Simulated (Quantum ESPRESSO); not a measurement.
Simulation results for CuMo$_{6}$W (simulated cell), Ga$_{2}$Sn$_{3}$Ru$_{2}$W (simulated cell), Ga$_{3}$AgMo$_{2}$W$_{2}$ (simulated cell)

All values are calculated (Quantum ESPRESSO 7.5). Calculation on a made-up metal alloy cell, not a measurement: no spin or spin-orbit, unrelaxed, 2900 K smearing, stress positive in tension, cell energy less fitted offsets; periodic Kohn-Sham density functional theory in plane waves with PseudoDojo standard norm-conserving scalar-relativistic pseudopotentials, each functional with its own files (v0.5 for PBE, v0.4.1 for LDA and PBEsol), eight atoms on drawn sites of a strained close-packed or body-centred lattice, each displaced and held fixed; the energy is the cell's free energy, ions and the entropy term -TS included, at the stated Fermi-Dirac width, less a fixed offset for each atom's element (shifted free energy); compositions with an open d shell lost a parallel starting moment in a cheaper test run, and other magnetic orders were not tried; an error bar is the largest change of its kind in a tighter rerun, never given below 0.002 eV, 0.02 GPa or 0.003 eV/angstrom, and covers cutoff and k-mesh only, not smearing or the files.

Common to all runs: lattice type face-centred cubic; functional pbe; fermi dirac smearing 0.25 eV; electrons removed 0; run command mpirun -np 4 pw.x -nk 4 -in in.

Notes on all entries: heavy elements are run without spin-orbit coupling, which real alloys of them have; a spin test at this wide smearing found no moment, but such smearing suppresses magnetism that the real alloy may have; lattice, volume and sites are drawn at random and may be unstable or far from any real phase; energies are for the whole cell, less offsets fitted to these runs, so they are not formation energies.

(1) CuMo$_{6}$W (simulated cell)

```cif
# cell vector a (Å): -4.0117 0.0000 0.0000
# cell vector b (Å): -2.0058 -4.0117 -2.0058
# cell vector c (Å): -2.0058 -4.0117 6.0175
data_CuMo6W
_symmetry_space_group_name_H-M 'P 1'
_symmetry_Int_Tables_number 1
_cell_length_a 4.0117
_cell_length_b 4.9133
_cell_length_c 7.5052
_cell_angle_alpha 77.395
_cell_angle_beta 74.499
_cell_angle_gamma 65.906
_cell_volume 129.12
loop_
_atom_site_label
_atom_site_type_symbol
_atom_site_fract_x
_atom_site_fract_y
_atom_site_fract_z
_atom_site_occupancy
Mo1 Mo 0.00600 0.99224 0.01546 1
Mo2 Mo 0.99065 0.50156 0.49913 1
W1 W 0.24692 0.37348 0.12549 1
Mo3 Mo 0.25643 0.88018 0.60330 1
Mo4 Mo 0.49543 0.26204 0.75257 1
Cu1 Cu 0.50233 0.75395 0.25322 1
Mo5 Mo 0.77027 0.13603 0.36717 1
Mo6 Mo 0.77869 0.62032 0.87545 1
```

```
cutoff                   : 1252 eV
run processor            : AMD EPYC, Zen 5, virtual cores
k mesh                   : 7 x 5 x 3 shifted half a step off Gamma on each axis
entropy term negative ts : -1.842 eV
pressure                 : -5.47 GPa
stress xx                : 5.68 GPa
stress yy                : 6.32 GPa
stress zz                : 4.41 GPa
stress yz                : -0.05556 GPa
stress xz                : 0.13 GPa
stress xy                : -0.38 GPa
shifted free energy      : -1.03 eV
```

Atoms:
| atoms element | atom site | atom energy offset (eV) |
| --- | --- | --- |
| Mo | 1 | -1911.95 |
| Mo | 2 | -1911.95 |
| W | 3 | -2063.48 |
| Mo | 4 | -1911.95 |
| Mo | 5 | -1911.95 |
| Cu | 6 | -5159.25 |
| Mo | 7 | -1911.95 |
| Mo | 8 | -1911.95 |

Forces:
| site | x (eV/Å) | y (eV/Å) | z (eV/Å) |
| --- | --- | --- | --- |
| 1 | 0.052 | 0.782 | -0.255 |
| 2 | -0.488 | -0.261 | -1.016 |
| 3 | -0.729 | -0.517 | 0.196 |
| 4 | -0.253 | -0.657 | 0.671 |
| 5 | 0.006 | 0.578 | 0.301 |
| 6 | 0.028 | 0.346 | -0.141 |
| 7 | 0.88 | 0.291 | 0.154 |
| 8 | 0.503 | -0.563 | 0.089 |

Notes: the copper pseudopotential is less sure than most, with forces differing by about three percent and pressure by about two GPa from a second method on plain copper; error bars: energy 0.0036 eV, stress 0.038 GPa, force 0.0081 eV/Å, from a tighter rerun of this cell; 21 SCF iterations, 244 s of wall time on a shared machine.

(2) CuMo$_{6}$W (simulated cell)

```cif
# cell vector a (Å): -4.0117 0.0000 0.0000
# cell vector b (Å): -2.0058 -4.0117 -2.0058
# cell vector c (Å): -2.0058 -4.0117 6.0175
data_CuMo6W
_symmetry_space_group_name_H-M 'P 1'
_symmetry_Int_Tables_number 1
_cell_length_a 4.0117
_cell_length_b 4.9133
_cell_length_c 7.5052
_cell_angle_alpha 77.395
_cell_angle_beta 74.499
_cell_angle_gamma 65.906
_cell_volume 129.12
loop_
_atom_site_label
_atom_site_type_symbol
_atom_site_fract_x
_atom_site_fract_y
_atom_site_fract_z
_atom_site_occupancy
W1 W 0.00600 0.99224 0.01546 1
Cu1 Cu 0.99065 0.50156 0.49913 1
Mo1 Mo 0.24692 0.37348 0.12549 1
Mo2 Mo 0.25643 0.88018 0.60330 1
Mo3 Mo 0.49543 0.26204 0.75257 1
Mo4 Mo 0.50233 0.75395 0.25322 1
Mo5 Mo 0.77027 0.13603 0.36717 1
Mo6 Mo 0.77869 0.62032 0.87545 1
```

```
cutoff                   : 1252 eV
run processor            : AMD EPYC, Zen 5, virtual cores
k mesh                   : 7 x 5 x 3 shifted half a step off Gamma on each axis
entropy term negative ts : withheld
```

Atoms:
| atoms element | atom site | atom energy offset (eV) |
| --- | --- | --- |
| W | 1 | -2063.48 |
| Cu | 2 | -5159.25 |
| Mo | 3 | -1911.95 |
| Mo | 4 | -1911.95 |
| Mo | 5 | -1911.95 |
| Mo | 6 | -1911.95 |
| Mo | 7 | -1911.95 |
| Mo | 8 | -1911.95 |

Notes: the copper pseudopotential is less sure than most, with forces differing by about three percent and pressure by about two GPa from a second method on plain copper; error bars: energy 0.0036 eV, stress 0.038 GPa, force 0.0081 eV/Å, from a tighter rerun of a related cell, whose elements or sites may differ; 20 SCF iterations, 243 s of wall time on a shared machine.

(3) Ga$_{2}$Sn$_{3}$Ru$_{2}$W (simulated cell)

```cif
# cell vector a (Å): 2.0506 4.1011 2.0506
# cell vector b (Å): 0.0000 4.1011 -4.1011
# cell vector c (Å): -4.1011 4.1011 0.0000
data_Ga2Sn3Ru2W
_symmetry_space_group_name_H-M 'P 1'
_symmetry_Int_Tables_number 1
_cell_length_a 5.0228
_cell_length_b 5.7998
_cell_length_c 5.7998
_cell_angle_alpha 60.000
_cell_angle_beta 73.222
_cell_angle_gamma 73.222
_cell_volume 137.95
loop_
_atom_site_label
_atom_site_type_symbol
_atom_site_fract_x
_atom_site_fract_y
_atom_site_fract_z
_atom_site_occupancy
Sn1 Sn 0.02430 0.99842 0.97584 1
Ru1 Ru 0.98213 0.00391 0.48566 1
Ga1 Ga 0.00062 0.50354 0.02160 1
Sn2 Sn 0.99732 0.51857 0.51779 1
W1 W 0.50393 0.26026 0.25258 1
Sn3 Sn 0.50943 0.27574 0.75881 1
Ga2 Ga 0.46405 0.75796 0.25929 1
Ru2 Ru 0.50539 0.75006 0.74630 1
```

```
cutoff        : 1143 eV
run processor : Intel Xeon, 2023 or later, virtual cores
k mesh        : 5 x 5 x 5 shifted half a step off Gamma on each axis
stress xy     : withheld
```

Atoms:
| atoms element | atom site | atom energy offset (eV) |
| --- | --- | --- |
| Sn | 1 | -2144.16 |
| Ru | 2 | -2750.51 |
| Ga | 3 | -2081.03 |
| Sn | 4 | -2144.16 |
| W | 5 | -2063.48 |
| Sn | 6 | -2144.16 |
| Ga | 7 | -2081.03 |
| Ru | 8 | -2750.51 |

Notes: the tin pseudopotential is less sure than most, with forces differing by about three percent from a second method on plain tin; error bars: energy 0.0029 eV, stress 0.03 GPa, force 0.0075 eV/Å, from a tighter rerun of this cell; 12 SCF iterations, 183 s of wall time on a shared machine.

(4) Ga$_{3}$AgMo$_{2}$W$_{2}$ (simulated cell)

```cif
# cell vector a (Å): 0.0158 -2.0414 -2.0724
# cell vector b (Å): 0.0334 4.0456 -4.1076
# cell vector c (Å): 8.2267 0.0018 -0.0651
data_Ga3AgMo2W2
_symmetry_space_group_name_H-M 'P 1'
_symmetry_Int_Tables_number 1
_cell_length_a 2.9090
_cell_length_b 5.7654
_cell_length_c 8.2270
_cell_angle_alpha 89.336
_cell_angle_beta 89.375
_cell_angle_gamma 89.131
_cell_volume 137.95
loop_
_atom_site_label
_atom_site_type_symbol
_atom_site_fract_x
_atom_site_fract_y
_atom_site_fract_z
_atom_site_occupancy
Ag1 Ag 0.94980 0.01189 0.00588 1
Ga1 Ga 0.02937 0.02350 0.49192 1
Ga2 Ga 0.00468 0.50217 0.99393 1
W1 W 0.02936 0.49557 0.48489 1
Ga3 Ga 0.50875 0.24929 0.25346 1
Mo1 Mo 0.52357 0.27513 0.74550 1
Mo2 Mo 0.53356 0.73111 0.23585 1
W2 W 0.45104 0.78209 0.74613 1
```

```
cutoff                   : 1116 eV
run processor            : Intel Xeon, 2023 or later, virtual cores
k mesh                   : 8 x 4 x 3 shifted half a step off Gamma on each axis
shifted free energy      : withheld
entropy term negative ts : withheld
stress yy                : withheld
```

Atoms:
| atoms element | atom site | atom energy offset (eV) |
| --- | --- | --- |
| Ag | 1 | -4218.03 |
| Ga | 2 | -2081.03 |
| Ga | 3 | -2081.03 |
| W | 4 | -2063.48 |
| Ga | 5 | -2081.03 |
| Mo | 6 | -1911.95 |
| Mo | 7 | -1911.95 |
| W | 8 | -2063.48 |

Notes: error bars: energy 0.009 eV, stress 0.093 GPa, force 0.0087 eV/Å, from a tighter rerun of this cell; 16 SCF iterations, 175 s of wall time on a shared machine.

Question: Give the missing entropy term negative ts for CuMo$_{6}$W (simulated cell) (entry 2).
Answer: -1.848 eV

Question: Give the missing stress xy for Ga$_{2}$Sn$_{3}$Ru$_{2}$W (simulated cell) (entry 3).
Answer: -5.89 GPa

Question: What shifted free energy does the calculation give for Ga$_{3}$AgMo$_{2}$W$_{2}$ (simulated cell) (entry 4)?
Answer: 0.428 eV

Question: Ga$_{3}$AgMo$_{2}$W$_{2}$ (simulated cell) (entry 4): entropy term negative ts?
Answer: -1.416 eV

Question: Estimate the stress yy of Ga$_{3}$AgMo$_{2}$W$_{2}$ (simulated cell) (entry 4).
Answer: 11.32 GPa

Further results for CuMo$_{6}$W (simulated cell) (entry 2):

```
pressure            : -4.63 GPa
stress xx           : 4.37 GPa
stress yy           : 4.53 GPa
stress zz           : 5 GPa
stress yz           : -0.85 GPa
stress xz           : 0.28 GPa
stress xy           : 0.02186 GPa
shifted free energy : -0.975 eV
```

Forces:
| site | x (eV/Å) | y (eV/Å) | z (eV/Å) |
| --- | --- | --- | --- |
| 1 | 0.12 | 0.875 | -1.015 |
| 2 | -0.376 | -0.05 | 0.079 |
| 3 | -0.605 | -0.391 | 0.519 |
| 4 | -0.336 | -0.377 | 0.442 |
| 5 | -0.115 | 0.269 | -0.626 |
| 6 | -0.018 | 0.505 | 0.85 |
| 7 | 0.79 | -0.954 | 0.582 |
| 8 | 0.538 | 0.123 | -0.832 |

Further results for Ga$_{2}$Sn$_{3}$Ru$_{2}$W (simulated cell) (entry 3):

```
entropy term negative ts : -1.289 eV
pressure                 : 7.94 GPa
stress xx                : -7.39 GPa
stress yy                : -9.8 GPa
stress zz                : -6.64 GPa
stress yz                : -4.25 GPa
stress xz                : 3.24 GPa
shifted free energy      : 1.745 eV
```

Forces:
| site | x (eV/Å) | y (eV/Å) | z (eV/Å) |
| --- | --- | --- | --- |
| 1 | -0.611 | -0.338 | 0.234 |
| 2 | 0.765 | 0.585 | -0.587 |
| 3 | -0.422 | -0.37 | -0.209 |
| 4 | 0.676 | -0.306 | -0.433 |
| 5 | -0.739 | 0.398 | 0.354 |
| 6 | 0.3 | -0.957 | 0.951 |
| 7 | 0.33 | 0.985 | -0.091 |
| 8 | -0.299 | 0.003 | -0.219 |

Further results for Ga$_{3}$AgMo$_{2}$W$_{2}$ (simulated cell) (entry 4):

```
pressure  : -10.08 GPa
stress xx : 6.78 GPa
stress zz : 12.13 GPa
stress yz : -0.22 GPa
stress xz : -3.45 GPa
stress xy : 2.78 GPa
```

Forces:
| site | x (eV/Å) | y (eV/Å) | z (eV/Å) |
| --- | --- | --- | --- |
| 1 | -0.272 | -0.068 | -0.568 |
| 2 | 0.52 | -0.615 | 0.787 |
| 3 | -0.549 | 0.357 | -0.4 |
| 4 | 0.898 | 1.113 | -1.065 |
| 5 | -0.155 | -0.312 | 0.158 |
| 6 | -0.628 | -0.111 | 0.137 |
| 7 | 0.981 | -0.013 | 0.523 |
| 8 | -0.794 | -0.351 | 0.427 |
